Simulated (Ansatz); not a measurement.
A geometry of Ta away from equilibrium: step 16 of the relaxation of a relaxed Ta cell, doubled along one cell vector, shaken by Gaussian noise of σ = 0.08 Å a coordinate. Method: PBE (plane waves to 420 eV, PAW, scalar-relativistic; Ansatz, a first-principles code). Γ-centred k-mesh 13×13×5 on the run's cell (coarser than for final values), Fermi–Dirac smearing 0.05 eV.

```
CELL_PARAMETERS angstrom
     -3.17560     3.17533     0.90202
      3.45329    -3.45218     1.94459
      3.69062     4.24377    -2.84505
ATOMIC_POSITIONS crystal
  Ta 0.89583 0.38113 0.26413
  Ta 0.63424 0.11405 0.76429
  Ta 0.86123 0.84078 0.99112
  Ta 0.12283 0.10787 0.49096
```

Task: Which atoms carry the largest force, and which way does it point?

Result: No atom: all forces are below 0.005 eV/Å; only the cell is out of equilibrium.

Task: What is the pressure?

Result: +2.1 GPa, compression positive.

Task: How much energy per atom can still be gained by relaxing?

Result: 0.01 eV/atom; the path ends in Pnma (No. 62).

No spin polarisation in the result.

The end of the path is a generated cell of Ta: the first start was made by placing the elements on the sites of a structure type, and the end was not matched to a known phase here, so it may be hypothetical. Known forms of Ta include space group No. 229.
